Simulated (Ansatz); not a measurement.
The following input was run with Ansatz 0.2.0.

```yaml
crystal:
  lattice:
    - [-2.1985694053, 2.1985694053, 5.2459670511]
    - [2.1985694053, -2.1985694053, 5.2459670511]
    - [2.1985694053, 2.1985694053, -5.2459670511]
  atoms:
    - { symbol: "Y", position: [0.0, 0.0, 0.0] }
    - { symbol: Sn, position: [0.5, 0.5, 0.0] }
    - { symbol: Sn, position: [0.25, 0.75, 0.5] }
    - { symbol: Sn, position: [0.75, 0.25, 0.5] }
basis:
  ecutwfc: 500
kpoints:
  mp_grid: { grid: [14, 14, 14] }
hamiltonian:
  xc: r2scan
scf:
  occupations: { method: gaussian, width: 0.1 }
output:
  forces: true
  stress: true
  eigenvalues: true
relax:
  adjacent_minimum: "off"
  f_tol: 0.01
  max_steps: 30
  cell: { stress_tol: 0.1, fix: [volume] }
```

It can be run as
```bash
ansatz run input.yaml --threads 1 --pin off --backend cpu --events-out ev --progress --plain --runs-dir out  # memory cap (--max-ram) not shown
```

Computed with Ansatz, DFT r2SCAN, scalar-relativistic, plane waves, PAW.

Part of what the program printed, abridged:

```
Pseudopotentials: kind: paw
Pseudopotential: Y, paw, valence charge 11, recommended cutoff 500 eV (meta_gga)
Pseudopotential: Sn, paw, valence charge 14, recommended cutoff 500 eV (meta_gga)
Functional definition: r2SCAN
Crystal: 4 atoms, lattice volume = 101.430 Å³
Basis set: ecut = 500 eV, 2519 PW (Γ), exchange–correlation on 180×180×180 points (64 copies of the dense FFT grid, shifted against one another)
Bands: 32, of which v1, the nominal top of the filled ones, is band 27 counted from 1 (26 counted from 0)
Symmetry: 16 space group operations
Space group: I4/mmm (ITA 139), of the structure as read, at distance tolerance 4.7e-5 Å
k-points: 244 of 2744
Initial density: superposition of atomic densities (neutral atoms: chi_scale 0, normalization atom), corrected by the library's trained network
Initial wavefunctions: pseudopotential atomic-orbital guess
Functional: x = r2scan, c = r2scan; τ floored in thin density (d = 2e-4 eV/Å³)
SCF iter   1: F=—  HF=-21977.087814 eV  |F-HF|=—  |Δ(HF+E_count)|=         —  Δρ=6.06e-3  dr2=6.25e-2  dr2_τ=7.11e-3  ethr=1.77e-3  ⟨swp⟩=6.1  Hψ=32749  notcnv=0
SCF iter   2: F=—  HF=-21977.146345 eV  |F-HF|=—  |Δ(HF+E_count)|=   5.85e-2  Δρ=3.80e-3  dr2=2.97e-2  dr2_τ=2.02e-4  ethr=1.18e-4  ⟨swp⟩=2.0  Hψ=13309  notcnv=0  defer=235
SCF iter   3: F=—  HF=-21977.141516 eV  |F-HF|=—  |Δ(HF+E_count)|=   4.83e-3  Δρ=5.85e-4  dr2=5.92e-4  dr2_τ=1.41e-4  ethr=5.60e-5  ⟨swp⟩=2.0  Hψ=14760  notcnv=0  defer=235
SCF iter   4: F=—  HF=-21977.141877 eV  |F-HF|=—  |Δ(HF+E_count)|=   3.61e-4  Δρ=2.76e-4  dr2=1.33e-4  dr2_τ=3.57e-6  ethr=1.12e-6  ⟨swp⟩=2.0  Hψ=13595  notcnv=0  defer=235
SCF iter   5: F=—  HF=-21977.141916 eV  |F-HF|=—  |Δ(HF+E_count)|=   3.87e-5  Δρ=8.10e-5  dr2=1.19e-5  dr2_τ=4.39e-7  ethr=2.51e-7  ⟨swp⟩=2.0  Hψ=14044  notcnv=0  defer=235
SCF iter   6: F=—  HF=-21977.141930 eV  |F-HF|=—  |Δ(HF+E_count)|=   1.42e-5  Δρ=3.23e-5  dr2=1.92e-6  dr2_τ=7.14e-8  ethr=2.25e-8  ⟨swp⟩=2.0  Hψ=13795  notcnv=0  defer=235
SCF iter   7: F=-21977.141931 eV  HF=-21977.141931 eV  |F-HF|=4.86e-8  |Δ(HF+E_count)|=   9.84e-7  Δρ=7.92e-6  dr2=6.36e-8  dr2_τ=1.90e-9  ethr=1.89e-10  ⟨swp⟩=8.7  Hψ=41718  notcnv=0
SCF 1 converged in 7 iterations: F = -21977.141931 eV  dr2 = 6.36e-8
relax step   1: F+E_penalty+E_count = -21977.14193079 eV  Δ(F+E_penalty+E_count) = +0.000e0 eV  max|allowed force component| = 2.082e-17 eV/Å  Δτ_max = 0.0000 Å  P = +2.030 GPa  Ω = 101.430 Å³  fix = [volume]  reactions: volume +2.030 GPa (7 SCF iters, dr2 threshold 1.00e-7 eV, accepted)
Basis set: ecut = 500 eV, 2535 PW (Γ), exchange–correlation on 180×180×180 points (64 copies of the dense FFT grid, shifted against one another)
Initial density: handed on by an earlier stage of this run
Initial wavefunctions: those handed on with the density
SCF iter   1: F=—  HF=-21977.141866 eV  |F-HF|=—  |Δ(HF+E_count)|=         —  Δρ=4.07e-4  dr2=4.20e-4  dr2_τ=4.35e-4  ethr=6.37e-7  ⟨swp⟩=3.0  Hψ=40561  notcnv=0
SCF iter   2: F=—  HF=-21977.142636 eV  |F-HF|=—  |Δ(HF+E_count)|=   7.70e-4  Δρ=2.35e-4  dr2=1.67e-4  dr2_τ=1.41e-6  ethr=6.37e-7  ⟨swp⟩=2.0  Hψ=14279  notcnv=0
SCF iter   3: F=—  HF=-21977.142629 eV  |F-HF|=—  |Δ(HF+E_count)|=   7.45e-6  Δρ=7.96e-5  dr2=1.55e-5  dr2_τ=4.61e-7  ethr=3.14e-7  ⟨swp⟩=2.0  Hψ=9172  notcnv=0
SCF iter   4: F=—  HF=-21977.142630 eV  |F-HF|=—  |Δ(HF+E_count)|=   1.20e-6  Δρ=3.60e-5  dr2=1.45e-6  dr2_τ=3.85e-8  ethr=2.92e-8  ⟨swp⟩=2.0  Hψ=9854  notcnv=0
SCF iter   5: F=-21977.142631 eV  HF=-21977.142631 eV  |F-HF|=3.37e-8  |Δ(HF+E_count)|=   1.01e-6  Δρ=9.31e-6  dr2=1.50e-7  dr2_τ=1.31e-9  ethr=4.47e-10  ⟨swp⟩=6.8  Hψ=36337  notcnv=0
SCF 2 converged in 5 iterations: F = -21977.142631 eV  dr2 = 1.50e-7
relax step   2: F+E_penalty+E_count = -21977.14263116 eV  Δ(F+E_penalty+E_count) = -7.004e-4 eV  max|allowed force component| = 1.735e-17 eV/Å  Δτ_max = 0.0000 Å  P = +1.967 GPa  Ω = 101.430 Å³  energy of the carried Pulay correction = -3.755e-6 eV  fix = [volume]  reactions: volume +1.967 GPa (5 SCF iters, dr2 threshold 2.37e-7 eV, accepted)
Initial wavefunctions: pseudopotential atomic-orbital guess (no wavefunctions were taken with the density)
SCF iter   1: F=—  HF=-21977.142628 eV  |F-HF|=—  |Δ(HF+E_count)|=         —  Δρ=1.02e-5  dr2=1.51e-7  dr2_τ=1.42e-8  ethr=1.19e-8  ⟨swp⟩=4.0  Hψ=57873  notcnv=0
SCF iter   2: F=—  HF=-21977.142636 eV  |F-HF|=—  |Δ(HF+E_count)|=   7.65e-6  Δρ=7.27e-6  dr2=8.43e-8  dr2_τ=1.24e-9  ethr=2.86e-10  ⟨swp⟩=1.7  Hψ=8211  notcnv=0
SCF iter   3: F=—  HF=-21977.142636 eV  |F-HF|=—  |Δ(HF+E_count)|=   5.24e-8  Δρ=1.63e-6  dr2=4.38e-9  dr2_τ=2.08e-10  ethr=1.59e-10  ⟨swp⟩=2.0  Hψ=13814  notcnv=0
SCF iter   4: F=—  HF=-21977.142636 eV  |F-HF|=—  |Δ(HF+E_count)|=   2.99e-9  Δρ=5.98e-7  dr2=6.78e-10  dr2_τ=2.51e-11  ethr=8.27e-12  ⟨swp⟩=2.0  Hψ=14041  notcnv=0
SCF iter   5: F=-21977.142636 eV  HF=-21977.142636 eV  |F-HF|=1.82e-11  |Δ(HF+E_count)|=  1.96e-10  Δρ=1.50e-7  dr2=1.65e-11  dr2_τ=2.94e-12  ethr=1.00e-12  ⟨swp⟩=5.9  Hψ=27933  notcnv=0
SCF 3 converged in 5 iterations: F = -21977.142636 eV  dr2 = 1.65e-11
SCF converged after 5 iterations
Free energy (F): -21977.142636 eV
Harris-Foulkes:  -21977.142636 eV  (|F-HF|=1.82e-11)
Internal energy: -21977.131710 eV  (E = F + TS)
E sigma→0 (E₀):  -21977.137173 eV
Entropy (-TS):   -0.010926 eV (-2.731 meV/atom)
Fermi energy:    12.181650 eV
--- Per-component energies (eV) ---
  E_band       = -318.545009
  E_kinetic    = 867.854960
  E_local      = -2901.261826  (includes V_loc(G=0)·N_el)
  E_nonlocal   = -48.808933
  E_hartree    = 1706.042136
  E_xc         = -1294.471221
  E_vxc        = -539.400001  (∫ρ·V_xc dr)
  E_paw        = -15319.564572  (= ΣΔE_a)
  E_vpaw       = -1141.417935  (= ΣTr[D̂ρ^β])
  E_aug_tail   = 0.000002  (compensation charges beyond the density's cutoff)
  E_vtau       = 32.404500  (kinetic-family band-sum trace: ∫τ·v_τ [+ j·A + Jᵃ·Aᵃ] dr)
  E_ewald      = -4988.974262
  E_core_change = 2.052006  (= ΣΔE_core)
  E_smearing   = -0.010926  (= −TS)
--- Forces (eV/Å), atoms counted from 1 ---
  atom   1  Y      0.00000000     0.00000000     0.00000000
  atom   2  Sn     0.00000000     0.00000000     0.00000000
  atom   3  Sn     0.00000000     0.00000000     0.00000000
  atom   4  Sn     0.00000000     0.00000000     0.00000000
--- Stress (GPa, compression-positive) ---
        1.986760       0.000000       0.000000
        0.000000       1.986760       0.000000
        0.000000       0.000000       1.927557
  P = ⅓ Tr σ = 1.9670 GPa (19.670 kbar)
--- Band table (eV; the first three rows and the last of 244) ---
  k-point 0: bands = ["-32.2868", "-11.6897", "-11.6498", "-11.6498", "-10.2697", "-10.1302", "-10.0947", "-10.0454", "-10.0454", "-9.9876", "-9.9876", "-9.9590", "-9.9156", "-9.9105", "-9.8712", "-9.8712", "-9.8567", "-9.8133", "-9.7881", "0.7309", "5.7877", "8.0204", "8.6055", "9.6353", "9.6353", "10.7933", "12.2677", "12.2677", "14.2110", "14.3534", "15.7616", "16.1180"]
  k-point 1: bands = ["-32.2866", "-11.6898", "-11.6598", "-11.6520", "-10.2588", "-10.1248", "-10.0892", "-10.0489", "-10.0408", "-9.9903", "-9.9868", "-9.9544", "-9.9202", "-9.9163", "-9.8728", "-9.8709", "-9.8497", "-9.8114", "-9.8000", "0.8216", "5.8385", "7.8611", "8.0221", "9.5589", "10.4666", "10.5606", "11.6499", "12.7085", "14.4446", "14.5187", "15.5651", "16.1059"]
  k-point 2: bands = ["-32.2861", "-11.6902", "-11.6829", "-11.6578", "-10.2313", "-10.1096", "-10.0727", "-10.0553", "-10.0277", "-9.9983", "-9.9847", "-9.9456", "-9.9340", "-9.9331", "-9.8773", "-9.8772", "-9.8334", "-9.8246", "-9.8063", "1.0905", "5.9579", "6.9412", "8.0005", "9.4157", "9.9289", "10.6812", "12.0089", "13.5655", "14.4517", "14.6201", "14.9926", "16.0836"]
  k-point 243: bands = ["-32.2867", "-11.6916", "-11.6443", "-11.6443", "-10.2680", "-10.1557", "-10.1006", "-10.1006", "-10.0865", "-9.9484", "-9.9484", "-9.9472", "-9.9431", "-9.9138", "-9.8617", "-9.8617", "-9.8585", "-9.7881", "-9.7841", "1.7337", "3.0636", "8.0145", "9.4548", "9.4548", "11.1016", "13.7314", "13.7314", "13.8482", "14.1173", "14.2586", "14.2745", "14.2745"]
--- Relaxed structure (2 steps of the walk, 2 accepted, 1 SCFs on fresh bases) ---
  F+E_penalty+E_count = -21977.14263559 eV   max|allowed force component| = 6.939e-18 eV/Å   (the final SCF, on the basis selected at the relaxed cell)
  cell:  # Å, volume = 101.4299 Å³
    - [-2.20331164, 2.20331164, 5.22340931]
    - [2.20331164, -2.20331164, 5.22340931]
    - [2.20331164, 2.20331164, -5.22340931]
  atoms:
    - { symbol: Y, position: [0.0, 0.0, 0.0] }
    - { symbol: Sn, position: [0.50000000, 0.50000000, 0.0] }
    - { symbol: Sn, position: [0.25000000, 0.75, 0.5] }
    - { symbol: Sn, position: [0.75, 0.25000000, 0.5] }
```

The relaxation met its thresholds.